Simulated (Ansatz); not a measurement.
TiB$_{2}$:
```
TiB2
1.0
   -1.60131     1.60131     2.99789
    1.60131    -1.60131     2.99789
    1.60131     1.60131    -2.99789
Ti B
1 2
Direct
  0.00000   0.00000   0.00000
  0.36884   0.36884   0.00000
  0.63116   0.63116   0.00000
```

Relaxed with PBE. Special points in fractions of this cell's reciprocal vectors: Γ (0.000, 0.000, 0.000); X (0.000, 0.000, 0.500); P (0.250, 0.250, 0.250); N (0.000, 0.500, 0.000); M (0.500, 0.500, -0.500); S (0.321, 0.679, -0.321); S0 (-0.321, 0.321, 0.321); R (-0.143, 0.143, 0.500); G (0.500, 0.500, -0.143).

List the band energies nearest the Fermi level at these points for the program Ansatz at the PBE level (PAW).

In eV from the Fermi level; about four levels below and three above (degenerate sets whole), none deeper than 8.9 eV; points with the same levels are listed once.

```csv
k,below,above
Γ,-4.12 -0.43 -0.43 -0.07,1.90 2.18 2.18
X,-3.29 -1.91 -1.55 -0.54,1.27 3.18 4.31
P,-8.45 -3.80 -3.80 -3.27,0.46 0.58 0.58
N,-6.44 -2.55 -1.97 -1.67,1.58 1.98 3.13
M,-6.73 -0.84 -0.37 -0.37,0.37 2.12 2.23 2.23
S,-5.72 -4.68 -1.80 -0.74,2.07 2.44 2.46
R,-4.69 -3.83 -2.34 -1.11,0.39 1.45 3.02
```

Space group I4/mmm (MoSi2 or CaC2 type). A made-up cell: these elements were put on the sites of a structure type; neither database checked (COD, Materials Project) lists it. It is not the phase usual at ambient conditions (space group No. 191). The cell was relaxed with PBE under the symmetry of its start; whether a distortion lowers the energy is not shown. The run is not spin-polarised.

Potentials: the earlier of the program's two PAW sets.
